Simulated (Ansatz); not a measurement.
Here is the system:

LaGa₂:
```yaml
crystal:
  lattice:
    - [4.27347, 0.00000, 0.00000]
    - [-2.13674, 3.70094, 0.00000]
    - [0.00000, 0.00000, 4.37956]
  atoms:
    - { symbol: La, position: [0.00000, 0.00000, 0.00000] }
    - { symbol: Ga, position: [0.66667, 0.33333, 0.50000] }
    - { symbol: Ga, position: [0.33333, 0.66667, 0.50000] }
```

This is the PBEsol-relaxed structure. x, y and z are the axes in which the lattice vectors are written.

All from PBEsol (plane waves, PAW; program Ansatz), unless another level is named. Estimate the highest zone-centre frequency.

7.40 THz.

Predict the bulk modulus (Birch–Murnaghan fit).

71.9 GPa.

Predict the elastic constants (relaxed ions, GPa).

C11 = 164, C12 = 40.8, C13 = 39.6, C33 = 105, C44 = 59.6.

Space group P6/mmm. The workflow started from an entry of the Crystallography Open Database (COD, 293 K). Its standing as an ambient phase is unchecked. Symmetry was held in the PBEsol relaxation; of distortions, only those at the zone centre were tested. As this level gives no gap, shear constants depend on the k-mesh and smearing (Fermi–Dirac, 0.1 eV here). As this level gives no gap, phonon frequencies hold no LO–TO term and depend on the k-mesh and smearing (Fermi–Dirac, 0.1 eV here). Spin–orbit coupling is left out wherever it is not named.

Potentials: the later of the program's two PAW sets.
